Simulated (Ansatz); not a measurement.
MoIr3:
```
CELL_PARAMETERS angstrom
      3.84714     0.00000     0.00000
      0.00000     3.84714     0.00000
      0.00000     0.00000     3.84714
ATOMIC_POSITIONS crystal
  Ir 0.00000 0.50000 0.50000
  Ir 0.50000 0.50000 0.00000
  Ir 0.50000 0.00000 0.50000
  Mo 0.00000 0.00000 0.00000
```

Relaxed with PBEsol. Special points in fractions of this cell's reciprocal vectors: Γ (0.000, 0.000, 0.000); X (0.000, 0.500, 0.000); M (0.500, 0.500, 0.000); R (0.500, 0.500, 0.500).

List the band energies nearest the Fermi level at these points for PBEsol with spin–orbit coupling (plane waves, PAW; program Ansatz).

In eV from the Fermi level; about four levels below and three above (degenerate sets whole), none deeper than 8.9 eV; points with the same levels are listed once.

```tsv
k	below	above
Γ	-0.74 -0.74 -0.74 -0.74	0.78 0.78 1.12 1.12
X	-0.13 -0.13 -0.07 -0.07	1.08 1.08 1.49 1.49
M	-0.43 -0.43 -0.08 -0.08	0.04 0.04 2.96 2.96
R	-0.57 -0.57 -0.57 -0.57	0.16 0.16 0.63 0.63
```

Space group Pm-3m (Cu3Au type). A made-up cell: these elements were put on the sites of a structure type; neither database checked (COD, Materials Project) lists it. COD files the formula under space group No. 194. Whether it is the stable phase at ambient conditions was not checked. Symmetry was held in the PBEsol relaxation; its stability against distortions is not shown here. The run is not spin-polarised.

Potentials: the earlier of the program's two PAW sets. The files were generated under PBE; for other functionals the program regenerates the frozen cores, and for LDA and PBEsol the local potential too.
